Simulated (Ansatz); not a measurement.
A relaxed cell of AlNi (Pm-3m (No. 221)), relaxed on a k-mesh at least as fine as the one used below. The numbers are results of r2SCAN (plane waves to 500 eV, PAW, scalar-relativistic; Ansatz, a first-principles code), not measurements. Γ-centred k-mesh 11×11×11 on the run's cell (coarser than for final values), Fermi–Dirac smearing 0.05 eV.

```
AlNi
1.0
    2.86315     0.00000     0.00000
    0.00000     2.86315     0.00000
    0.00000     0.00000     2.86315
Al Ni
1 1
Direct
  0.00000   0.00000   0.00000
  0.50000   0.50000   0.50000
```

The atoms are displaced by (Å):

```tsv
atom	ux	uy	uz
Al1	0.593	0.414	0.103
Ni2	0.335	-0.077	0.266
```

Task: What forces (eV/Å) and pressure result?

Result: 
```csv
atom,Fx,Fy,Fz
Al1,-3.15,-4.00,2.28
Ni2,3.15,4.00,-2.28
```

Pressure +24.7 GPa.

Task: Estimate the energy cost of the displacement in the harmonic approximation and compare with the calculation.

Result: For a harmonic well ΔE = −½ Σ F·u = 1.572 eV a cell, or 786 meV/atom. The calculated energy relative to the undisplaced cell is +0.66 eV/atom, so anharmonic terms matter at this amplitude.

No spin polarisation in the result: the starting moments vanished. A magnetic state may lie lower.

The run that gave the undisplaced cell could not lose the symmetry of its start; a randomly shaken copy of 2 atoms returns to this structure.
